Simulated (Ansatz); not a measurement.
## Run times of several calculations on Na3Ca3InP4

Cell: 22 atoms, space group P6_3mc, a = 9.358 Å, b = 9.358 Å, c = 7.148 Å, α = 90.00°, β = 90.00°, γ = 120.00°.

All runs are DFT with Ansatz 0.2.0 on 2 threads of Arm Neoverse V2 (aarch64; 8 cores open to the job, memory cap 5.0 GiB, no GPU), a shared host.

Q: Rank the runs by wall time, shortest first.
A. single point at relaxed positions, r2SCAN, 500 eV, 4×4×4 k-points, smearing 0.02 eV
B. single point, PBE, 420 eV, 4×4×4 k-points, smearing 0.02 eV
C. relaxation of the ions, PBE, 420 eV, 4×4×4 k-points, smearing 0.02 eV

A: B (57 s, 1.3 GiB), A (1.7 min, 2.3 GiB), C (2.5 min, 1.5 GiB).
